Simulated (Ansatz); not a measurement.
**Notes on SbMo₃**

```
Sb Mo
1.0
     2.84595    0.00000    0.00000
     0.00000    4.56790    0.00000
     0.00000    0.00000    4.93310
Sb Mo
1 3
Direct
  0.00000 0.00000 0.97512
  0.50000 0.00000 0.50000
  0.00000 0.50000 0.64808
  0.50000 0.50000 0.16016
```

Single point in Ansatz 0.2.0 with PBEsol, spin-orbit coupling. Cutoff 420 eV, PAW datasets, 8×5×5 Γ-centred k mesh, fermi-dirac filling (width 0.1 eV).

The state carries no moments; the state need not be the lowest.

Question: How is the charge shared?

Answer: Bader charges in e: Sb -0.29, Mo +0.10. In the mean Mo gives up most and Sb takes most, against the order of Pauling's electronegativities.

Question: What is the formation energy?

Answer: 0.45 eV an atom against the elements' usual phases (free molecules for gases, crystals otherwise, with no correction for O₂ or N₂), so at this geometry it isn't bound against them. Relaxing would lower it.

Question: Metal or insulator?

Answer: It is a metal, with about 4.3 states/eV a cell as the mean within 0.25 eV of the Fermi level, mostly Mo d (87 %).

Question: Is the cell too large or too small?

Answer: The pressure is 7.8 GPa (compression positive), so with the atoms held at these fractions the cell would first expand; the forces are large, so a full relaxation may end otherwise. The principal stresses -2.0, 5.3, 20.1 GPa differ, so its shape would change too.

Origin: a known structure type with other elements, at an estimated volume, so it need not be a known compound. Caveats: atoms or cell far from equilibrium; the SCF threshold is loose for a stress.
